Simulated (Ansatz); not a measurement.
# Structure relaxation, Si2W

The start is a relaxed Si2W cell displaced along its unstable phonon at q = (½, 0, 0) of its primitive reciprocal cell (28i cm⁻¹), largest move 0.15 Å. The cell and all atomic positions are relaxed at zero pressure with r2SCAN (plane waves to 500 eV, PAW, scalar-relativistic; Ansatz, an electronic-structure program). First-step values are on the input's coarse k-mesh.

Ansatz input (later rounds restart from its end on a renewed k-mesh):
Ansatz 0.2 input:
```yaml
crystal:
  lattice:
    - [8.6853173752, 0, 0]
    - [-2.1713293438, 3.7608527434, 0]
    - [0, 0, 2.6191126739]
  atoms:
    - { symbol: W, position: [-0.008700221, -0.008700221, 0.8948244749] }
    - { symbol: W, position: [0.508700221, 0.008700221, 0.8948244749] }
    - { symbol: Si, position: [0.329038757, 0.329038757, 0.6578687274] }
    - { symbol: Si, position: [0.8376279097, 0.3376279097, 0.5460136456] }
    - { symbol: Si, position: [0.170961243, 0.670961243, 0.6578687274] }
    - { symbol: Si, position: [0.6623720903, 0.6623720903, 0.5460136456] }
basis: { ecutwfc: 500, ecutrho_ratio: 4, xc_grid: 4, fft_grid_basis: typed }
kpoints: { mp_grid: { grid: [9, 9, 12] } }
hamiltonian:
  xc: r2scan
  dispersion: none
  pseudopotentials: { kind: paw }
scf: { occupations: { method: fermi_dirac, width: 0.05 } }
relax: { f_tol: 0.01, max_steps: 100, cell: { stress_tol: 0.02 } }
output: { forces: true, stress: true }
```

Problem. Which atoms feel the largest initial force, and how large is it?

Solution. 0.08 eV/Å, on W1, W2 (atoms numbered as listed).

Problem. By how much does the energy per atom fall from start to end?

Solution. 0.03 eV/atom.

Problem. How do the shortest distances between atoms change?

Solution. The closest pairs of elements (up to four, under 3.6 Å), start → end: Si–Si 2.48 → 2.46 Å; Si–W 2.62 → 2.59 Å; W–W 2.62 → 2.65 Å.

Problem. What band gap does the relaxed structure have at this level?

Solution. No gap (metallic).

Final values are on a 11×17×7 k-mesh of the relaxed cell. No spin polarisation in the result.

The run could not lose the symmetry of its start, so the end can be a saddle point.

The relaxed structure here is a generated cell of Si2W: the first start was made by placing the elements on the sites of a structure type, and the end was not matched to a known phase here, so it may be hypothetical. Known forms of Si2W include space group No. 139.
